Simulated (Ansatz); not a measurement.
Mg2Sn (cubic Laves (MgCu2 type), space group No. 227) at seven volumes, the program Ansatz at the LDA level (PAW), scaled uniformly. One row is withheld.

| V (Å³/atom) | P (GPa) |
|---|---|
| 20.430 | 5.16 |
| 21.103 | 3.17 |
| 21.777 | 1.46 |
| 22.450 | 0.00 |
| 23.124 | -1.25 |
| 23.797 | -2.33 |
| 24.471 | ? |

Question: Fit the shown pressures and predict the withheld one.

Answer: Third-order Birch–Murnaghan: P = (3/2)B₀(x^(7/2) − x^(5/2))[1 + (3/4)(B′ − 4)(x − 1)] with x = (V₀/V)^(2/3). Least squares on the six rows gives V₀ = 22.451 Å³/atom, B₀ = 45.06 GPa, B′ = 4.11. At V = 24.471, x = 0.9442 and P = -3.25 GPa. The run itself gave -3.25 GPa.

Space group Fd-3m (cubic Laves (MgCu2 type)). The workflow started from an entry of the Crystallography Open Database (COD), which files this formula under 2 space groups. Its standing as an ambient phase is unchecked. Symmetry was held in the LDA relaxation. At this level the phase is dynamically unstable (imaginary phonons). The volume moved by 74 % from the start of the relaxation. Scalar-relativistic: spin–orbit coupling is off unless named, which matters more the heavier the elements.

Potentials: the later of the program's two PAW sets.
